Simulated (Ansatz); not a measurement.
# HfO2 (fluorite): energy over volume and axial ratio

HfO2 (fluorite)

```cif
data_Hf4O8
_chemical_formula_sum 'Hf4 O8'
_space_group_name_H-M_alt 'Fm-3m'
_space_group_IT_number 225
_space_group_name_Hall '-F 4 2 3'
_cell_length_a 5.09813
_cell_length_b 5.09813
_cell_length_c 5.09813
_cell_angle_alpha 90.000
_cell_angle_beta 90.000
_cell_angle_gamma 90.000
loop_
_atom_site_label
_atom_site_type_symbol
_atom_site_symmetry_multiplicity
_atom_site_Wyckoff_symbol
_atom_site_fract_x
_atom_site_fract_y
_atom_site_fract_z
_atom_site_occupancy
Hf1 Hf 4 a 0.00000 0.00000 0.00000 1
O1 O 8 c 0.25000 0.25000 0.25000 1
```
(The calculation used a cell of 3 atoms; values per cell refer to that cell.)

Two coordinates are scanned: the volume, and the ratio of the stretch along z (the conventional c axis) to the stretch across it. Atoms keep their fractional coordinates.

Method: PBE (plane waves to 420 eV, PAW, scalar-relativistic; Ansatz, a first-principles code). k mesh 11×11×11 (Γ-centred), Fermi-Dirac smearing 0.05 eV. Energies are smeared free energies. Compression counts positive. HfO2 is run without spin polarisation. HfO2 was relaxed with its symmetry unable to fall. Spin-orbit coupling is left out, though Hf is heavy. The PAW data are Ansatz's earlier set. This is a high-temperature form of HfO2. The zero of ΔE is the relaxed starting cell.

ΔE (meV/atom), with V/V₀ across and (c/a)/(c/a)₀ down:

```csv
(c/a)/(c/a)₀ \ V/V₀,0.920,0.960,1.000,1.040,1.080
0.920,136.3,87.2,71.7,83.5,117.4
0.960,80.3,32.0,17.2,29.7,64.2
1.000,62.7,14.6,0.0,12.7,47.4
1.040,79.0,30.7,16.0,28.5,63.1
1.080,125.7,77.0,61.9,74.0,108.2
```

σzz (GPa), with V/V₀ across and (c/a)/(c/a)₀ down:

| (c/a)/(c/a)₀ \ V/V₀ | 0.920 | 0.960 | 1.000 | 1.040 | 1.080 |
|---|---|---|---|---|---|
| 0.920 | 52.7 | 37.7 | 25.3 | 15.2 | 6.8 |
| 0.960 | 38.1 | 23.9 | 12.3 | 2.8 | -5.0 |
| 1.000 | 24.5 | 10.9 | 0.0 | -8.9 | -16.1 |
| 1.040 | 11.4 | -1.5 | -11.8 | -20.1 | -26.8 |
| 1.080 | -1.3 | -13.5 | -23.3 | -31.1 | -37.2 |

Key numbers:

```
Item                                                                                                 Value
-----------------------------------------------------  ---------------------------------------------------
Shear modulus C′ = (C11 − C12)/2 (fit, atoms clamped)                                              225 GPa
Lowest place on the grid                                 V/V₀ = 1.000, (c/a)/(c/a)₀ = 1.000 (0.0 meV/atom)
Highest place on the grid                              V/V₀ = 0.920, (c/a)/(c/a)₀ = 0.920 (136.3 meV/atom)
```

The 25 points together took very roughly 2.9 core-minutes.

(Under strain, the slope of the energy per volume gives the stress and its curvature an elastic modulus.)
